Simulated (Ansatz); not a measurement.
B:
```xyz
4
Lattice="-2.3163 2.3163 2.3163 2.3163 -2.3163 2.3163 2.3163 2.3163 -2.3163" Properties=species:S:1:pos:R:3 pbc="T T T"
B      1.7372     0.5791    -0.5791
B      0.5791    -0.5791     1.7372
B     -0.5791     1.7372     0.5791
B      0.5791     0.5791     0.5791
```

Relaxed with PBEsol.

### Question
Give the optical modes at the zone centre with their infrared activity from DFPT, PBEsol in the plane-wave PAW code Ansatz.

### Answer
Transverse frequencies, without the LO–TO term; a row sums one degenerate level.

```tsv
ω (cm⁻¹)	degeneracy	IR ((D/Å)²/amu)	activity	symmetry
386	1	0.00	IR-inactive	A2
452	3	0.62	IR	T1
944	3	0.00	IR-inactive	T2
1067	2	0.00	IR-inactive	E
```

### Question
How high does the top mode go among those that the LO–TO term moves?

### Answer
453 cm⁻¹ for q along x.

Space group I4_132. The start of the workflow was typed in or built on a structure type; neither database checked (COD, Materials Project) lists it. It is not the phase usual at ambient conditions (space group No. 166). The cell was relaxed with PBEsol under the symmetry of its start; phonons show weakly imaginary modes.

Potentials: the earlier of the program's two PAW sets. The files were generated under PBE; for other functionals the program regenerates the frozen cores, and for LDA and PBEsol the local potential too.
